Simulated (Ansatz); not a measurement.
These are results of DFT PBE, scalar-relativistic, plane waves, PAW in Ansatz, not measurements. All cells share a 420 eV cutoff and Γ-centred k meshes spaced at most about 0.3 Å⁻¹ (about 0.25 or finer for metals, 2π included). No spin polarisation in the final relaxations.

These are static total energies at zero pressure. All come from trial cells, and lower structures may exist.

Problem. Which of these relaxed structures of RbNa₃Te₂ is the lowest in energy?
A.

```
CELL_PARAMETERS angstrom
5.25533 0.00000 0.00000
-2.62766 4.55125 0.00000
0.00000 0.00000 8.62709
ATOMIC_POSITIONS crystal
Rb 0.00000 0.00000 0.00000
Na 0.33333 0.66667 0.34062
Na 0.66667 0.33333 0.65938
Na 0.00000 0.00000 0.50000
Te 0.33333 0.66667 0.71581
Te 0.66667 0.33333 0.28419
```

B.

```
CELL_PARAMETERS angstrom
3.37240 1.94705 8.29751
-3.37240 1.94705 8.29751
0.00000 -3.89411 8.29751
ATOMIC_POSITIONS crystal
Rb 0.00000 0.00000 0.00000
Na 0.00000 0.00000 0.50000
Na 0.50000 0.00000 0.00000
Na 0.00000 0.50000 0.00000
Te 0.74568 0.74568 0.74568
Te 0.25432 0.25432 0.25432
```

C.

```
CELL_PARAMETERS angstrom
5.13539 0.00000 0.00000
-2.56769 4.44738 0.00000
0.00000 0.00000 8.26660
ATOMIC_POSITIONS crystal
Rb 0.00000 0.00000 0.00000
Na 0.00000 0.00000 0.50000
Na 0.33333 0.66667 0.00000
Na 0.33333 0.66667 0.50000
Te 0.66667 0.33333 0.26043
Te 0.66667 0.33333 0.73957
```

D.

```
CELL_PARAMETERS angstrom
7.52418 0.00000 0.00000
-3.76209 6.51613 0.00000
0.00000 0.00000 4.56533
ATOMIC_POSITIONS crystal
Rb 0.00000 0.00000 0.00000
Na 0.50000 0.00000 0.50000
Na 0.50000 0.50000 0.50000
Na 0.00000 0.50000 0.50000
Te 0.66667 0.33333 0.00000
Te 0.33333 0.66667 0.00000
```

Solution. A. It has space group P-3m1 (No. 164); the next, D, with space group P6/mmm (No. 191), lies 185 meV/atom higher. Counting Te atoms around Na and Rb (those within 1.25 times the shortest such distance or 1.15 times the sum of covalent radii, 1.27 where that leaves under three; the shortest distance is added where it exceeds 1.18 times the sum of covalent radii; a slash parts the counts of unlike sites), the lowest has Rb 6, Na 4/6 and the next has Rb 6 from 4.3 Å, Na 4.

Spin–orbit coupling, which can matter for Te, is left out. Cells relaxed within their symmetry can be saddle points. Some types were kept out of the candidates beforehand, so the set may lack a known form.
